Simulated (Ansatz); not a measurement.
Nb2SnC:
Space group P6₃/mmc (No. 194); a = b = 3.230 Å, c = 13.767 Å, α = β = 90.00°, γ = 120.00°

| atom | site | symmetry | x | y | z |
|---|---|---|---|---|---|
| Nb | 4f | 3m. | 0.3333 | 0.6667 | 0.0828 |
| Sn | 2d | -6m2 | 0.6667 | 0.3333 | 0.2500 |
| C | 2a | -3m. | 0.0000 | 0.0000 | 0.0000 |

Relaxed with PBEsol.

Task: Which orbitals make up the states near the Fermi level in plane-wave PAW PBEsol (Ansatz code)?

Result: Within 0.5 eV of the Fermi level: Nb 4d 77 %, Sn 5p 12 %, C 2p 5 %. Projections are on Löwdin-orthogonalised atomic valence shells; empty p or d shells of many metals are not among them.

Task: Tabulate the density of states.

Result: States/eV per cell of 8 atoms, in 0.25 eV bins, energy from the Fermi level.

```tsv
E (eV)	total	Nb 4d	C 2p	Sn 5p
-7.85	0.91	0.16	0.02	0.19
-7.60	0.95	0.18	0.02	0.18
-7.35	1.05	0.22	0.02	0.16
-7.10	1.35	0.30	0.03	0.14
-6.85	1.25	0.30	0.02	0.10
-6.60	1.00	0.30	0.08	0.07
-6.35	0.81	0.28	0.16	0.08
-6.10	1.68	0.65	0.50	0.19
-5.85	4.24	1.66	1.42	0.33
-5.60	4.32	1.66	1.54	0.30
-5.35	4.50	1.75	1.76	0.24
-5.10	2.18	0.91	0.86	0.12
-4.85	4.87	2.03	1.91	0.43
-4.60	5.30	2.22	2.07	0.52
-4.35	10.93	5.08	5.03	0.37
-4.10	9.66	3.79	4.30	1.11
-3.85	3.16	1.02	1.20	0.68
-3.60	2.32	0.78	0.44	0.85
-3.35	2.58	1.04	0.23	0.98
-3.10	7.57	4.75	0.37	1.90
-2.85	8.94	5.22	0.54	2.59
-2.60	8.11	4.12	0.55	2.77
-2.35	4.23	2.76	0.23	0.97
-2.10	2.64	2.02	0.11	0.38
-1.85	1.97	1.57	0.06	0.24
-1.60	1.80	1.44	0.04	0.24
-1.35	2.10	1.68	0.05	0.29
-1.10	2.58	2.02	0.09	0.36
-0.85	4.26	3.47	0.14	0.47
-0.60	4.92	3.97	0.17	0.54
-0.35	3.38	2.55	0.19	0.43
-0.10	3.38	2.56	0.21	0.41
0.15	3.82	2.90	0.21	0.47
0.40	5.53	4.43	0.23	0.59
0.65	6.01	4.83	0.24	0.57
0.90	4.53	3.50	0.22	0.44
1.15	5.11	3.93	0.27	0.51
1.40	5.35	4.06	0.26	0.53
1.65	4.34	3.19	0.23	0.50
1.90	5.61	4.13	0.32	0.67
2.15	9.13	7.32	0.56	0.63
2.40	6.00	4.48	0.37	0.64
2.65	5.79	4.02	0.40	0.77
2.90	5.78	3.75	0.52	0.75
3.15	5.93	3.78	0.49	0.87
3.40	5.67	3.49	0.52	0.89
3.65	4.31	2.31	0.55	0.58
3.90	4.88	2.42	0.68	0.63
4.15	5.87	2.83	0.96	0.86
4.40	4.95	2.16	0.94	0.82
4.65	4.85	2.03	0.89	0.66
```

Space group P6_3/mmc. The workflow started from a Materials Project entry (that database holds measured and hypothetical structures alike); the Crystallography Open Database copy checked does not list it. Whether it is the stable phase at ambient conditions was not checked. Symmetry was held in the PBEsol relaxation; phonons on a q-mesh show no instability. No spin polarisation was allowed. Spin–orbit coupling is left out wherever it is not named.

Potentials: the later of the program's two PAW sets.
